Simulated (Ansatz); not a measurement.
YCl: from a starting cell to a relaxed one

The start is a generated cell, YCl placed in the AFLOW prototype AB_oP8_57_d_d (as in TlF). A full variable-cell relaxation at zero pressure is run with PBEsol (plane waves to 420 eV, PAW, scalar-relativistic; Ansatz, a first-principles code). The first steps use a coarse 4×4×4 k-mesh.

Initial structure:
```
CELL_PARAMETERS angstrom
      6.68009     0.00000     0.00000
      0.00000     6.01492     0.00000
      0.00000     0.00000     5.68002
ATOMIC_POSITIONS crystal
  Cl 0.25500 0.50960 0.25000
  Cl 0.25500 0.99040 0.75000
  Cl 0.74500 0.00960 0.25000
  Cl 0.74500 0.49040 0.75000
  Y  0.85930 0.56280 0.25000
  Y  0.85930 0.93720 0.75000
  Y  0.14070 0.06280 0.25000
  Y  0.14070 0.43720 0.75000
```

```yaml
initial_pressure: "-2 GPa (negative: the cell is under tension)"
largest_initial_force: about 0.9 eV/Å, on Cl1, Cl2, Cl3, Cl4 (atoms numbered as listed)
outcome: The space group goes from Pbcm (No. 57) to P4/nmm (No. 129); the end is AFLOW prototype AB_tP4_129_c_c (B11, as in TiCu), with 4 atoms in the primitive cell
energy_released: 0.42 eV/atom
volume_change: -20.2 %, from 28.53 to 22.77 Å³/atom
Shortest distances (start → end): "The closest pairs of elements (up to four, under 3.6 Å), start → end: Cl–Y 2.66 → 2.86 Å; Cl–Cl 4.05 → 3.24 Å; Y–Y 3.49 → 3.60 Å"
band_gap_at_the_end: no gap (metallic)
optimiser_moves: 13
```

Final values are on a 13×13×7 k-mesh of the relaxed cell. No spin polarisation in the result. The d or f electrons are treated with no Hubbard U.

The run could not lose the symmetry of its start; a randomly shaken copy of 8 atoms returns to this structure.

The relaxed structure here is a generated cell of YCl: the first start was made by placing the elements on the sites of a structure type, and the end was not matched to a known phase here, so it may be hypothetical.
